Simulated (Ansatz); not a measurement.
**Notes on LaSiRu**

```xyz
6
Lattice="4.2041 0.0000 0.0000 0.0000 4.2041 0.0000 0.0000 0.0000 7.0665" Properties=species:S:1:pos:R:3 pbc="T T T"
Si    1.0510    1.0510    1.2366
Si    3.1531    3.1531    5.8298
La    1.0510    1.0510    4.7981
La    3.1531    3.1531    2.2683
Ru    3.1531    1.0510    0.0000
Ru    1.0510    3.1531    0.0000
```

Single point in Ansatz 0.2.0 with r2SCAN, no spin polarisation. Cutoff 500 eV, PAW datasets, 6×6×4 Γ-centred k mesh, tetrahedron filling.

Stress: The pressure is 1.5 GPa (compression positive), so with the atoms held at these fractions the cell would first expand. The principal stresses -0.5, 2.4, 2.4 GPa differ, so its shape would change too.
Charges: Bader charges in e: La +1.24, Si -0.32, Ru -0.92. In the mean La gives up most and Ru takes most.
Electronic structure: It is a metal, with about 5.4 states/eV a cell as the mean within 0.25 eV of the Fermi level, mostly La d (48 %), Ru d (27 %) and Si p (12 %).
Forces: The largest is on Si2 (and as large on other atoms): 0.73 eV/Å, components (0.00, 0.00, 0.73). It makes 60° with the line to a nearest neighbour, Ru5 at 2.44 Å.
Formation energy: -0.83 eV an atom against the elements' usual phases (free molecules for gases, crystals otherwise, with no correction for O₂ or N₂), so it is bound against them; other compounds may still compete. Relaxing would lower it.

Origin: a database entry at a rescaled volume. Caveats: empty levels are not fully converged; forces and stress under tetrahedra may miss the slope of the energy; f levels without a U or exact exchange are poorly placed.
